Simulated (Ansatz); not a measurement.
Ta$_{2}$O$_{5}$ in space group Pbam (No. 55; Ta on 4g, O on 4h, O on 2a, O on 4g), DFT-PBEsol in the program Ansatz with PAW potentials, all energies at zero smearing, with the estimated change up to a 700 eV cutoff added, with one set of potentials and settings (totals compare only within such a set). Cell of 14 atoms (4 Ta, 10 O): -44849.050 eV.

| element | reference phase | E (eV/atom) |
|---|---|---|
| Ta | Im-3m, 1 atoms in the cell | -9806.5011 |
| O | C2/m, 4 atoms in the cell, spin-polarised | -558.3554 |

Formation energy per atom, worked out: (-44849.050 − 4×(-9806.5011) − 10×(-558.3554))/14 = -2.821 eV/atom (-272 kJ per mol of atoms), at 0 K, without zero-point energy or fitted corrections.

The first step of the workflow began from a Materials Project structure, measured or hypothetical; the Crystallography Open Database copy checked does not list it. COD files the formula under space group No. 49. Its standing as an ambient phase is unchecked. The PBEsol relaxation kept the symmetry of its start; its stability against distortions is not shown here. No spin polarisation was allowed. The references are the lowest solids computed at this level, not always the standard phases (solids in place of the gases). Spin–orbit coupling is left out wherever it is not named.

Potentials: the later of the program's two PAW sets.
